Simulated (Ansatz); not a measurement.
A generator proposed this cell of SiTe3.

```
Si Te
1.0
     6.62073    0.00000    0.00000
    -3.31036    5.73372    0.00000
     0.00000    0.00000    5.36874
Si Te
2 6
Direct
  0.66667 0.33333 0.25000
  0.33333 0.66667 0.75000
  0.33280 0.16640 0.75000
  0.83360 0.16640 0.75000
  0.83360 0.66720 0.75000
  0.66720 0.83360 0.25000
  0.16640 0.83360 0.25000
  0.16640 0.33280 0.25000
```

Computed with Ansatz 0.2.0, DFT PBE, scalar-relativistic, plane waves, PAW. Cutoff 420 eV; k points 3×3×4 on the computed 8-atom cell (Γ-centred); Gaussian smearing, width 0.10 eV; no spin polarisation.

Formation energies are uncorrected and refer to the elements' standard structures at the same level.

Question: What does a single point on this coarse mesh give?

Answer: The pressure is 0.8 GPa (the mean over three directions, positive in compression), the largest force is 0.85 eV/Å, and the energy is +0.55 eV/atom against the elements. The shortest distance is 3.29 Å.

Question: Is it a good guess?

Answer: A rough one: relaxing gains about 0.29 eV/atom (the start's value is from the coarse mesh, so the gain is rough) in 22 ionic steps and ends at +0.26 eV/atom on the finer mesh. The symmetry stays P6_3/mmc (No. 194). The volume per atom grows by 13.1 %, from 25.5 to 28.8 Å³. The shortest distance goes from 3.29 Å (Te–Te) to 2.83 Å (Si–Te). The ratio c/a of the conventional cell changes by a factor of 0.58. Conventional cell: a = 8.289 Å, c = 3.873 Å. Si has 6 Te at 2.83 Å; around Te lie 2 Si at 2.83 Å.

The last run used a 6×6×10 mesh (in the run's order of axes) for its 8-atom cell and Gaussian smearing of 0.10 eV. These runs have no spin–orbit coupling, which can matter for Te. The reference form of Te is held partly by dispersion forces, which this level lacks. The relaxation can't lower the symmetry of the start, and the grade says only how near the guess is to its own end. A structure relaxed within its symmetry needn't be a true minimum. Another cell of SiTe3 relaxed alike, in Im-3m, lies 45 meV/atom lower, so this cell isn't the stable form at this level.
